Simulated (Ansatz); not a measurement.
Space group I-42m (No. 121). a = 5.507 Å, b = 5.507 Å, c = 11.014 Å, α = 90.00°, β = 90.00°, γ = 90.00°
```csv
atom,site,symmetry,x,y,z
Al,2b,-42m,0.5000,0.5000,0.0000
Ga,2a,-42m,0.0000,0.0000,0.0000
Ga,4d,-4..,0.5000,0.0000,0.2500
P,8i,..m,0.7504,0.7504,0.3753
```

Equation of state of this AlGa₃P₄ structure (not necessarily the ground state), with shape and atoms relaxed at each volume where symmetry leaves them free. Level of theory: Ansatz 0.2.0, DFT PBE, scalar-relativistic, plane waves, PAW.

Cutoff 420 eV; k points 8×8×8 on the computed 8-atom cell (Γ-centred); Gaussian smearing, width 0.02 eV; no spin polarisation.

```
V (Å³/atom)  E − E(largest V) (meV/atom)  P (GPa)  gap on mesh (eV)
     18.373                        49.62    13.24              1.42
     19.000                         6.20     9.09              1.50
     19.626                       -22.23     5.56              1.57
     20.252                       -37.92     2.55              1.62
     20.879                       -42.78     0.00              1.63
     21.505                       -38.43    -2.17              1.54
     22.131                       -26.29    -4.00              1.44
     22.967                         0.00    -6.01              1.17
```

Q: Fit a third-order Birch–Murnaghan equation, E = E0 + (9V0B0/16)·[(x − 1)³B0' + (x − 1)²(6 − 4x)] with x = (V0/V)^(2/3), to E(V).

A: V0 = 20.88 Å³/atom, B0 = 78 GPa, B0' = 4.4.

The cell was found from a structure generator's guess, not taken from experiment.
